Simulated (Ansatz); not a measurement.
## Stationary points along a deformation path in Ba

All numbers below come from Ansatz, DFT r2SCAN, scalar-relativistic, plane waves, PAW. Settings: plane waves to 500 eV, k-mesh 14×14×14 (Γ-centred), Gaussian smearing 0.15 eV. No spin polarisation. Energies are free energies at this smearing, counted from the undisturbed cell; pressure is positive in compression.

The undisturbed cell (as given, not relaxed at this level; it stands at 0.3 GPa; this form isn't the usual structure):

```xyz
1
Lattice="3.9996 0.0000 0.0000 0.0000 3.9996 0.0000 0.0000 0.0000 3.6055" Properties=species:S:1:pos:R:3 pbc="T T T"
Ba    1.9998    1.9998    1.8028
```

At fixed volume and fractional coordinates, lengths along (0.000, 0.000, 1.000) are scaled against those across it; ρ is that ratio over its starting value. V = 57.679 Å³/atom. Δσ is the stress along the axis less the mean stress across it (compression positive).

```csv
ρ,ΔE (meV/atom),Δσ (GPa),space group
0.850,295.7,11.18,P4/mmm
0.920,116.8,7.68,P4/mmm
1.000,0.0,4.00,P4/mmm
1.100,-47.2,0.28,P4/mmm
1.200,-23.4,-2.53,P4/mmm
```

**Question.** How does the stress give the slope of the energy, and where is the energy stationary?

**Answer.** Along the path d ln(length) is 2/3 d ln ρ on the axis and −1/3 d ln ρ across it, so dE/d ln ρ = −(2/3) V Δσ: the energy falls with ρ where Δσ is positive. Δσ vanishes or changes sign between ρ = 1.100 and 1.200, a minimum (near 1.11 by linear interpolation). Pairs of stationary points between two samples would go unseen, and could change a minimum read from distant neighbours into a maximum.

**Question.** Integrate that slope from ρ = 1 to 0.850 by the trapezoid rule.

**Answer.** With V/N in Å³ and 1 eV/Å³ = 160.2 GPa the slopes at ρ = 1.000, 0.920, 0.850 are -961, -1843, -2684 meV/atom per unit of ln ρ. The steps add 116.9 + 179.2 = 296.1 meV/atom, against 295.7 from the energies; the trapezoid rule misses the curvature of the slope within each step.

**Question.** Is the start the lowest point of the path?

**Answer.** No: ρ = 1.100 lies 47.2 meV/atom lower, with no sampled rise above the start on the way. Volume and inner coordinates are held, so a relaxed structure there would lie lower still.

In a metal these slopes depend on the k mesh and the smearing.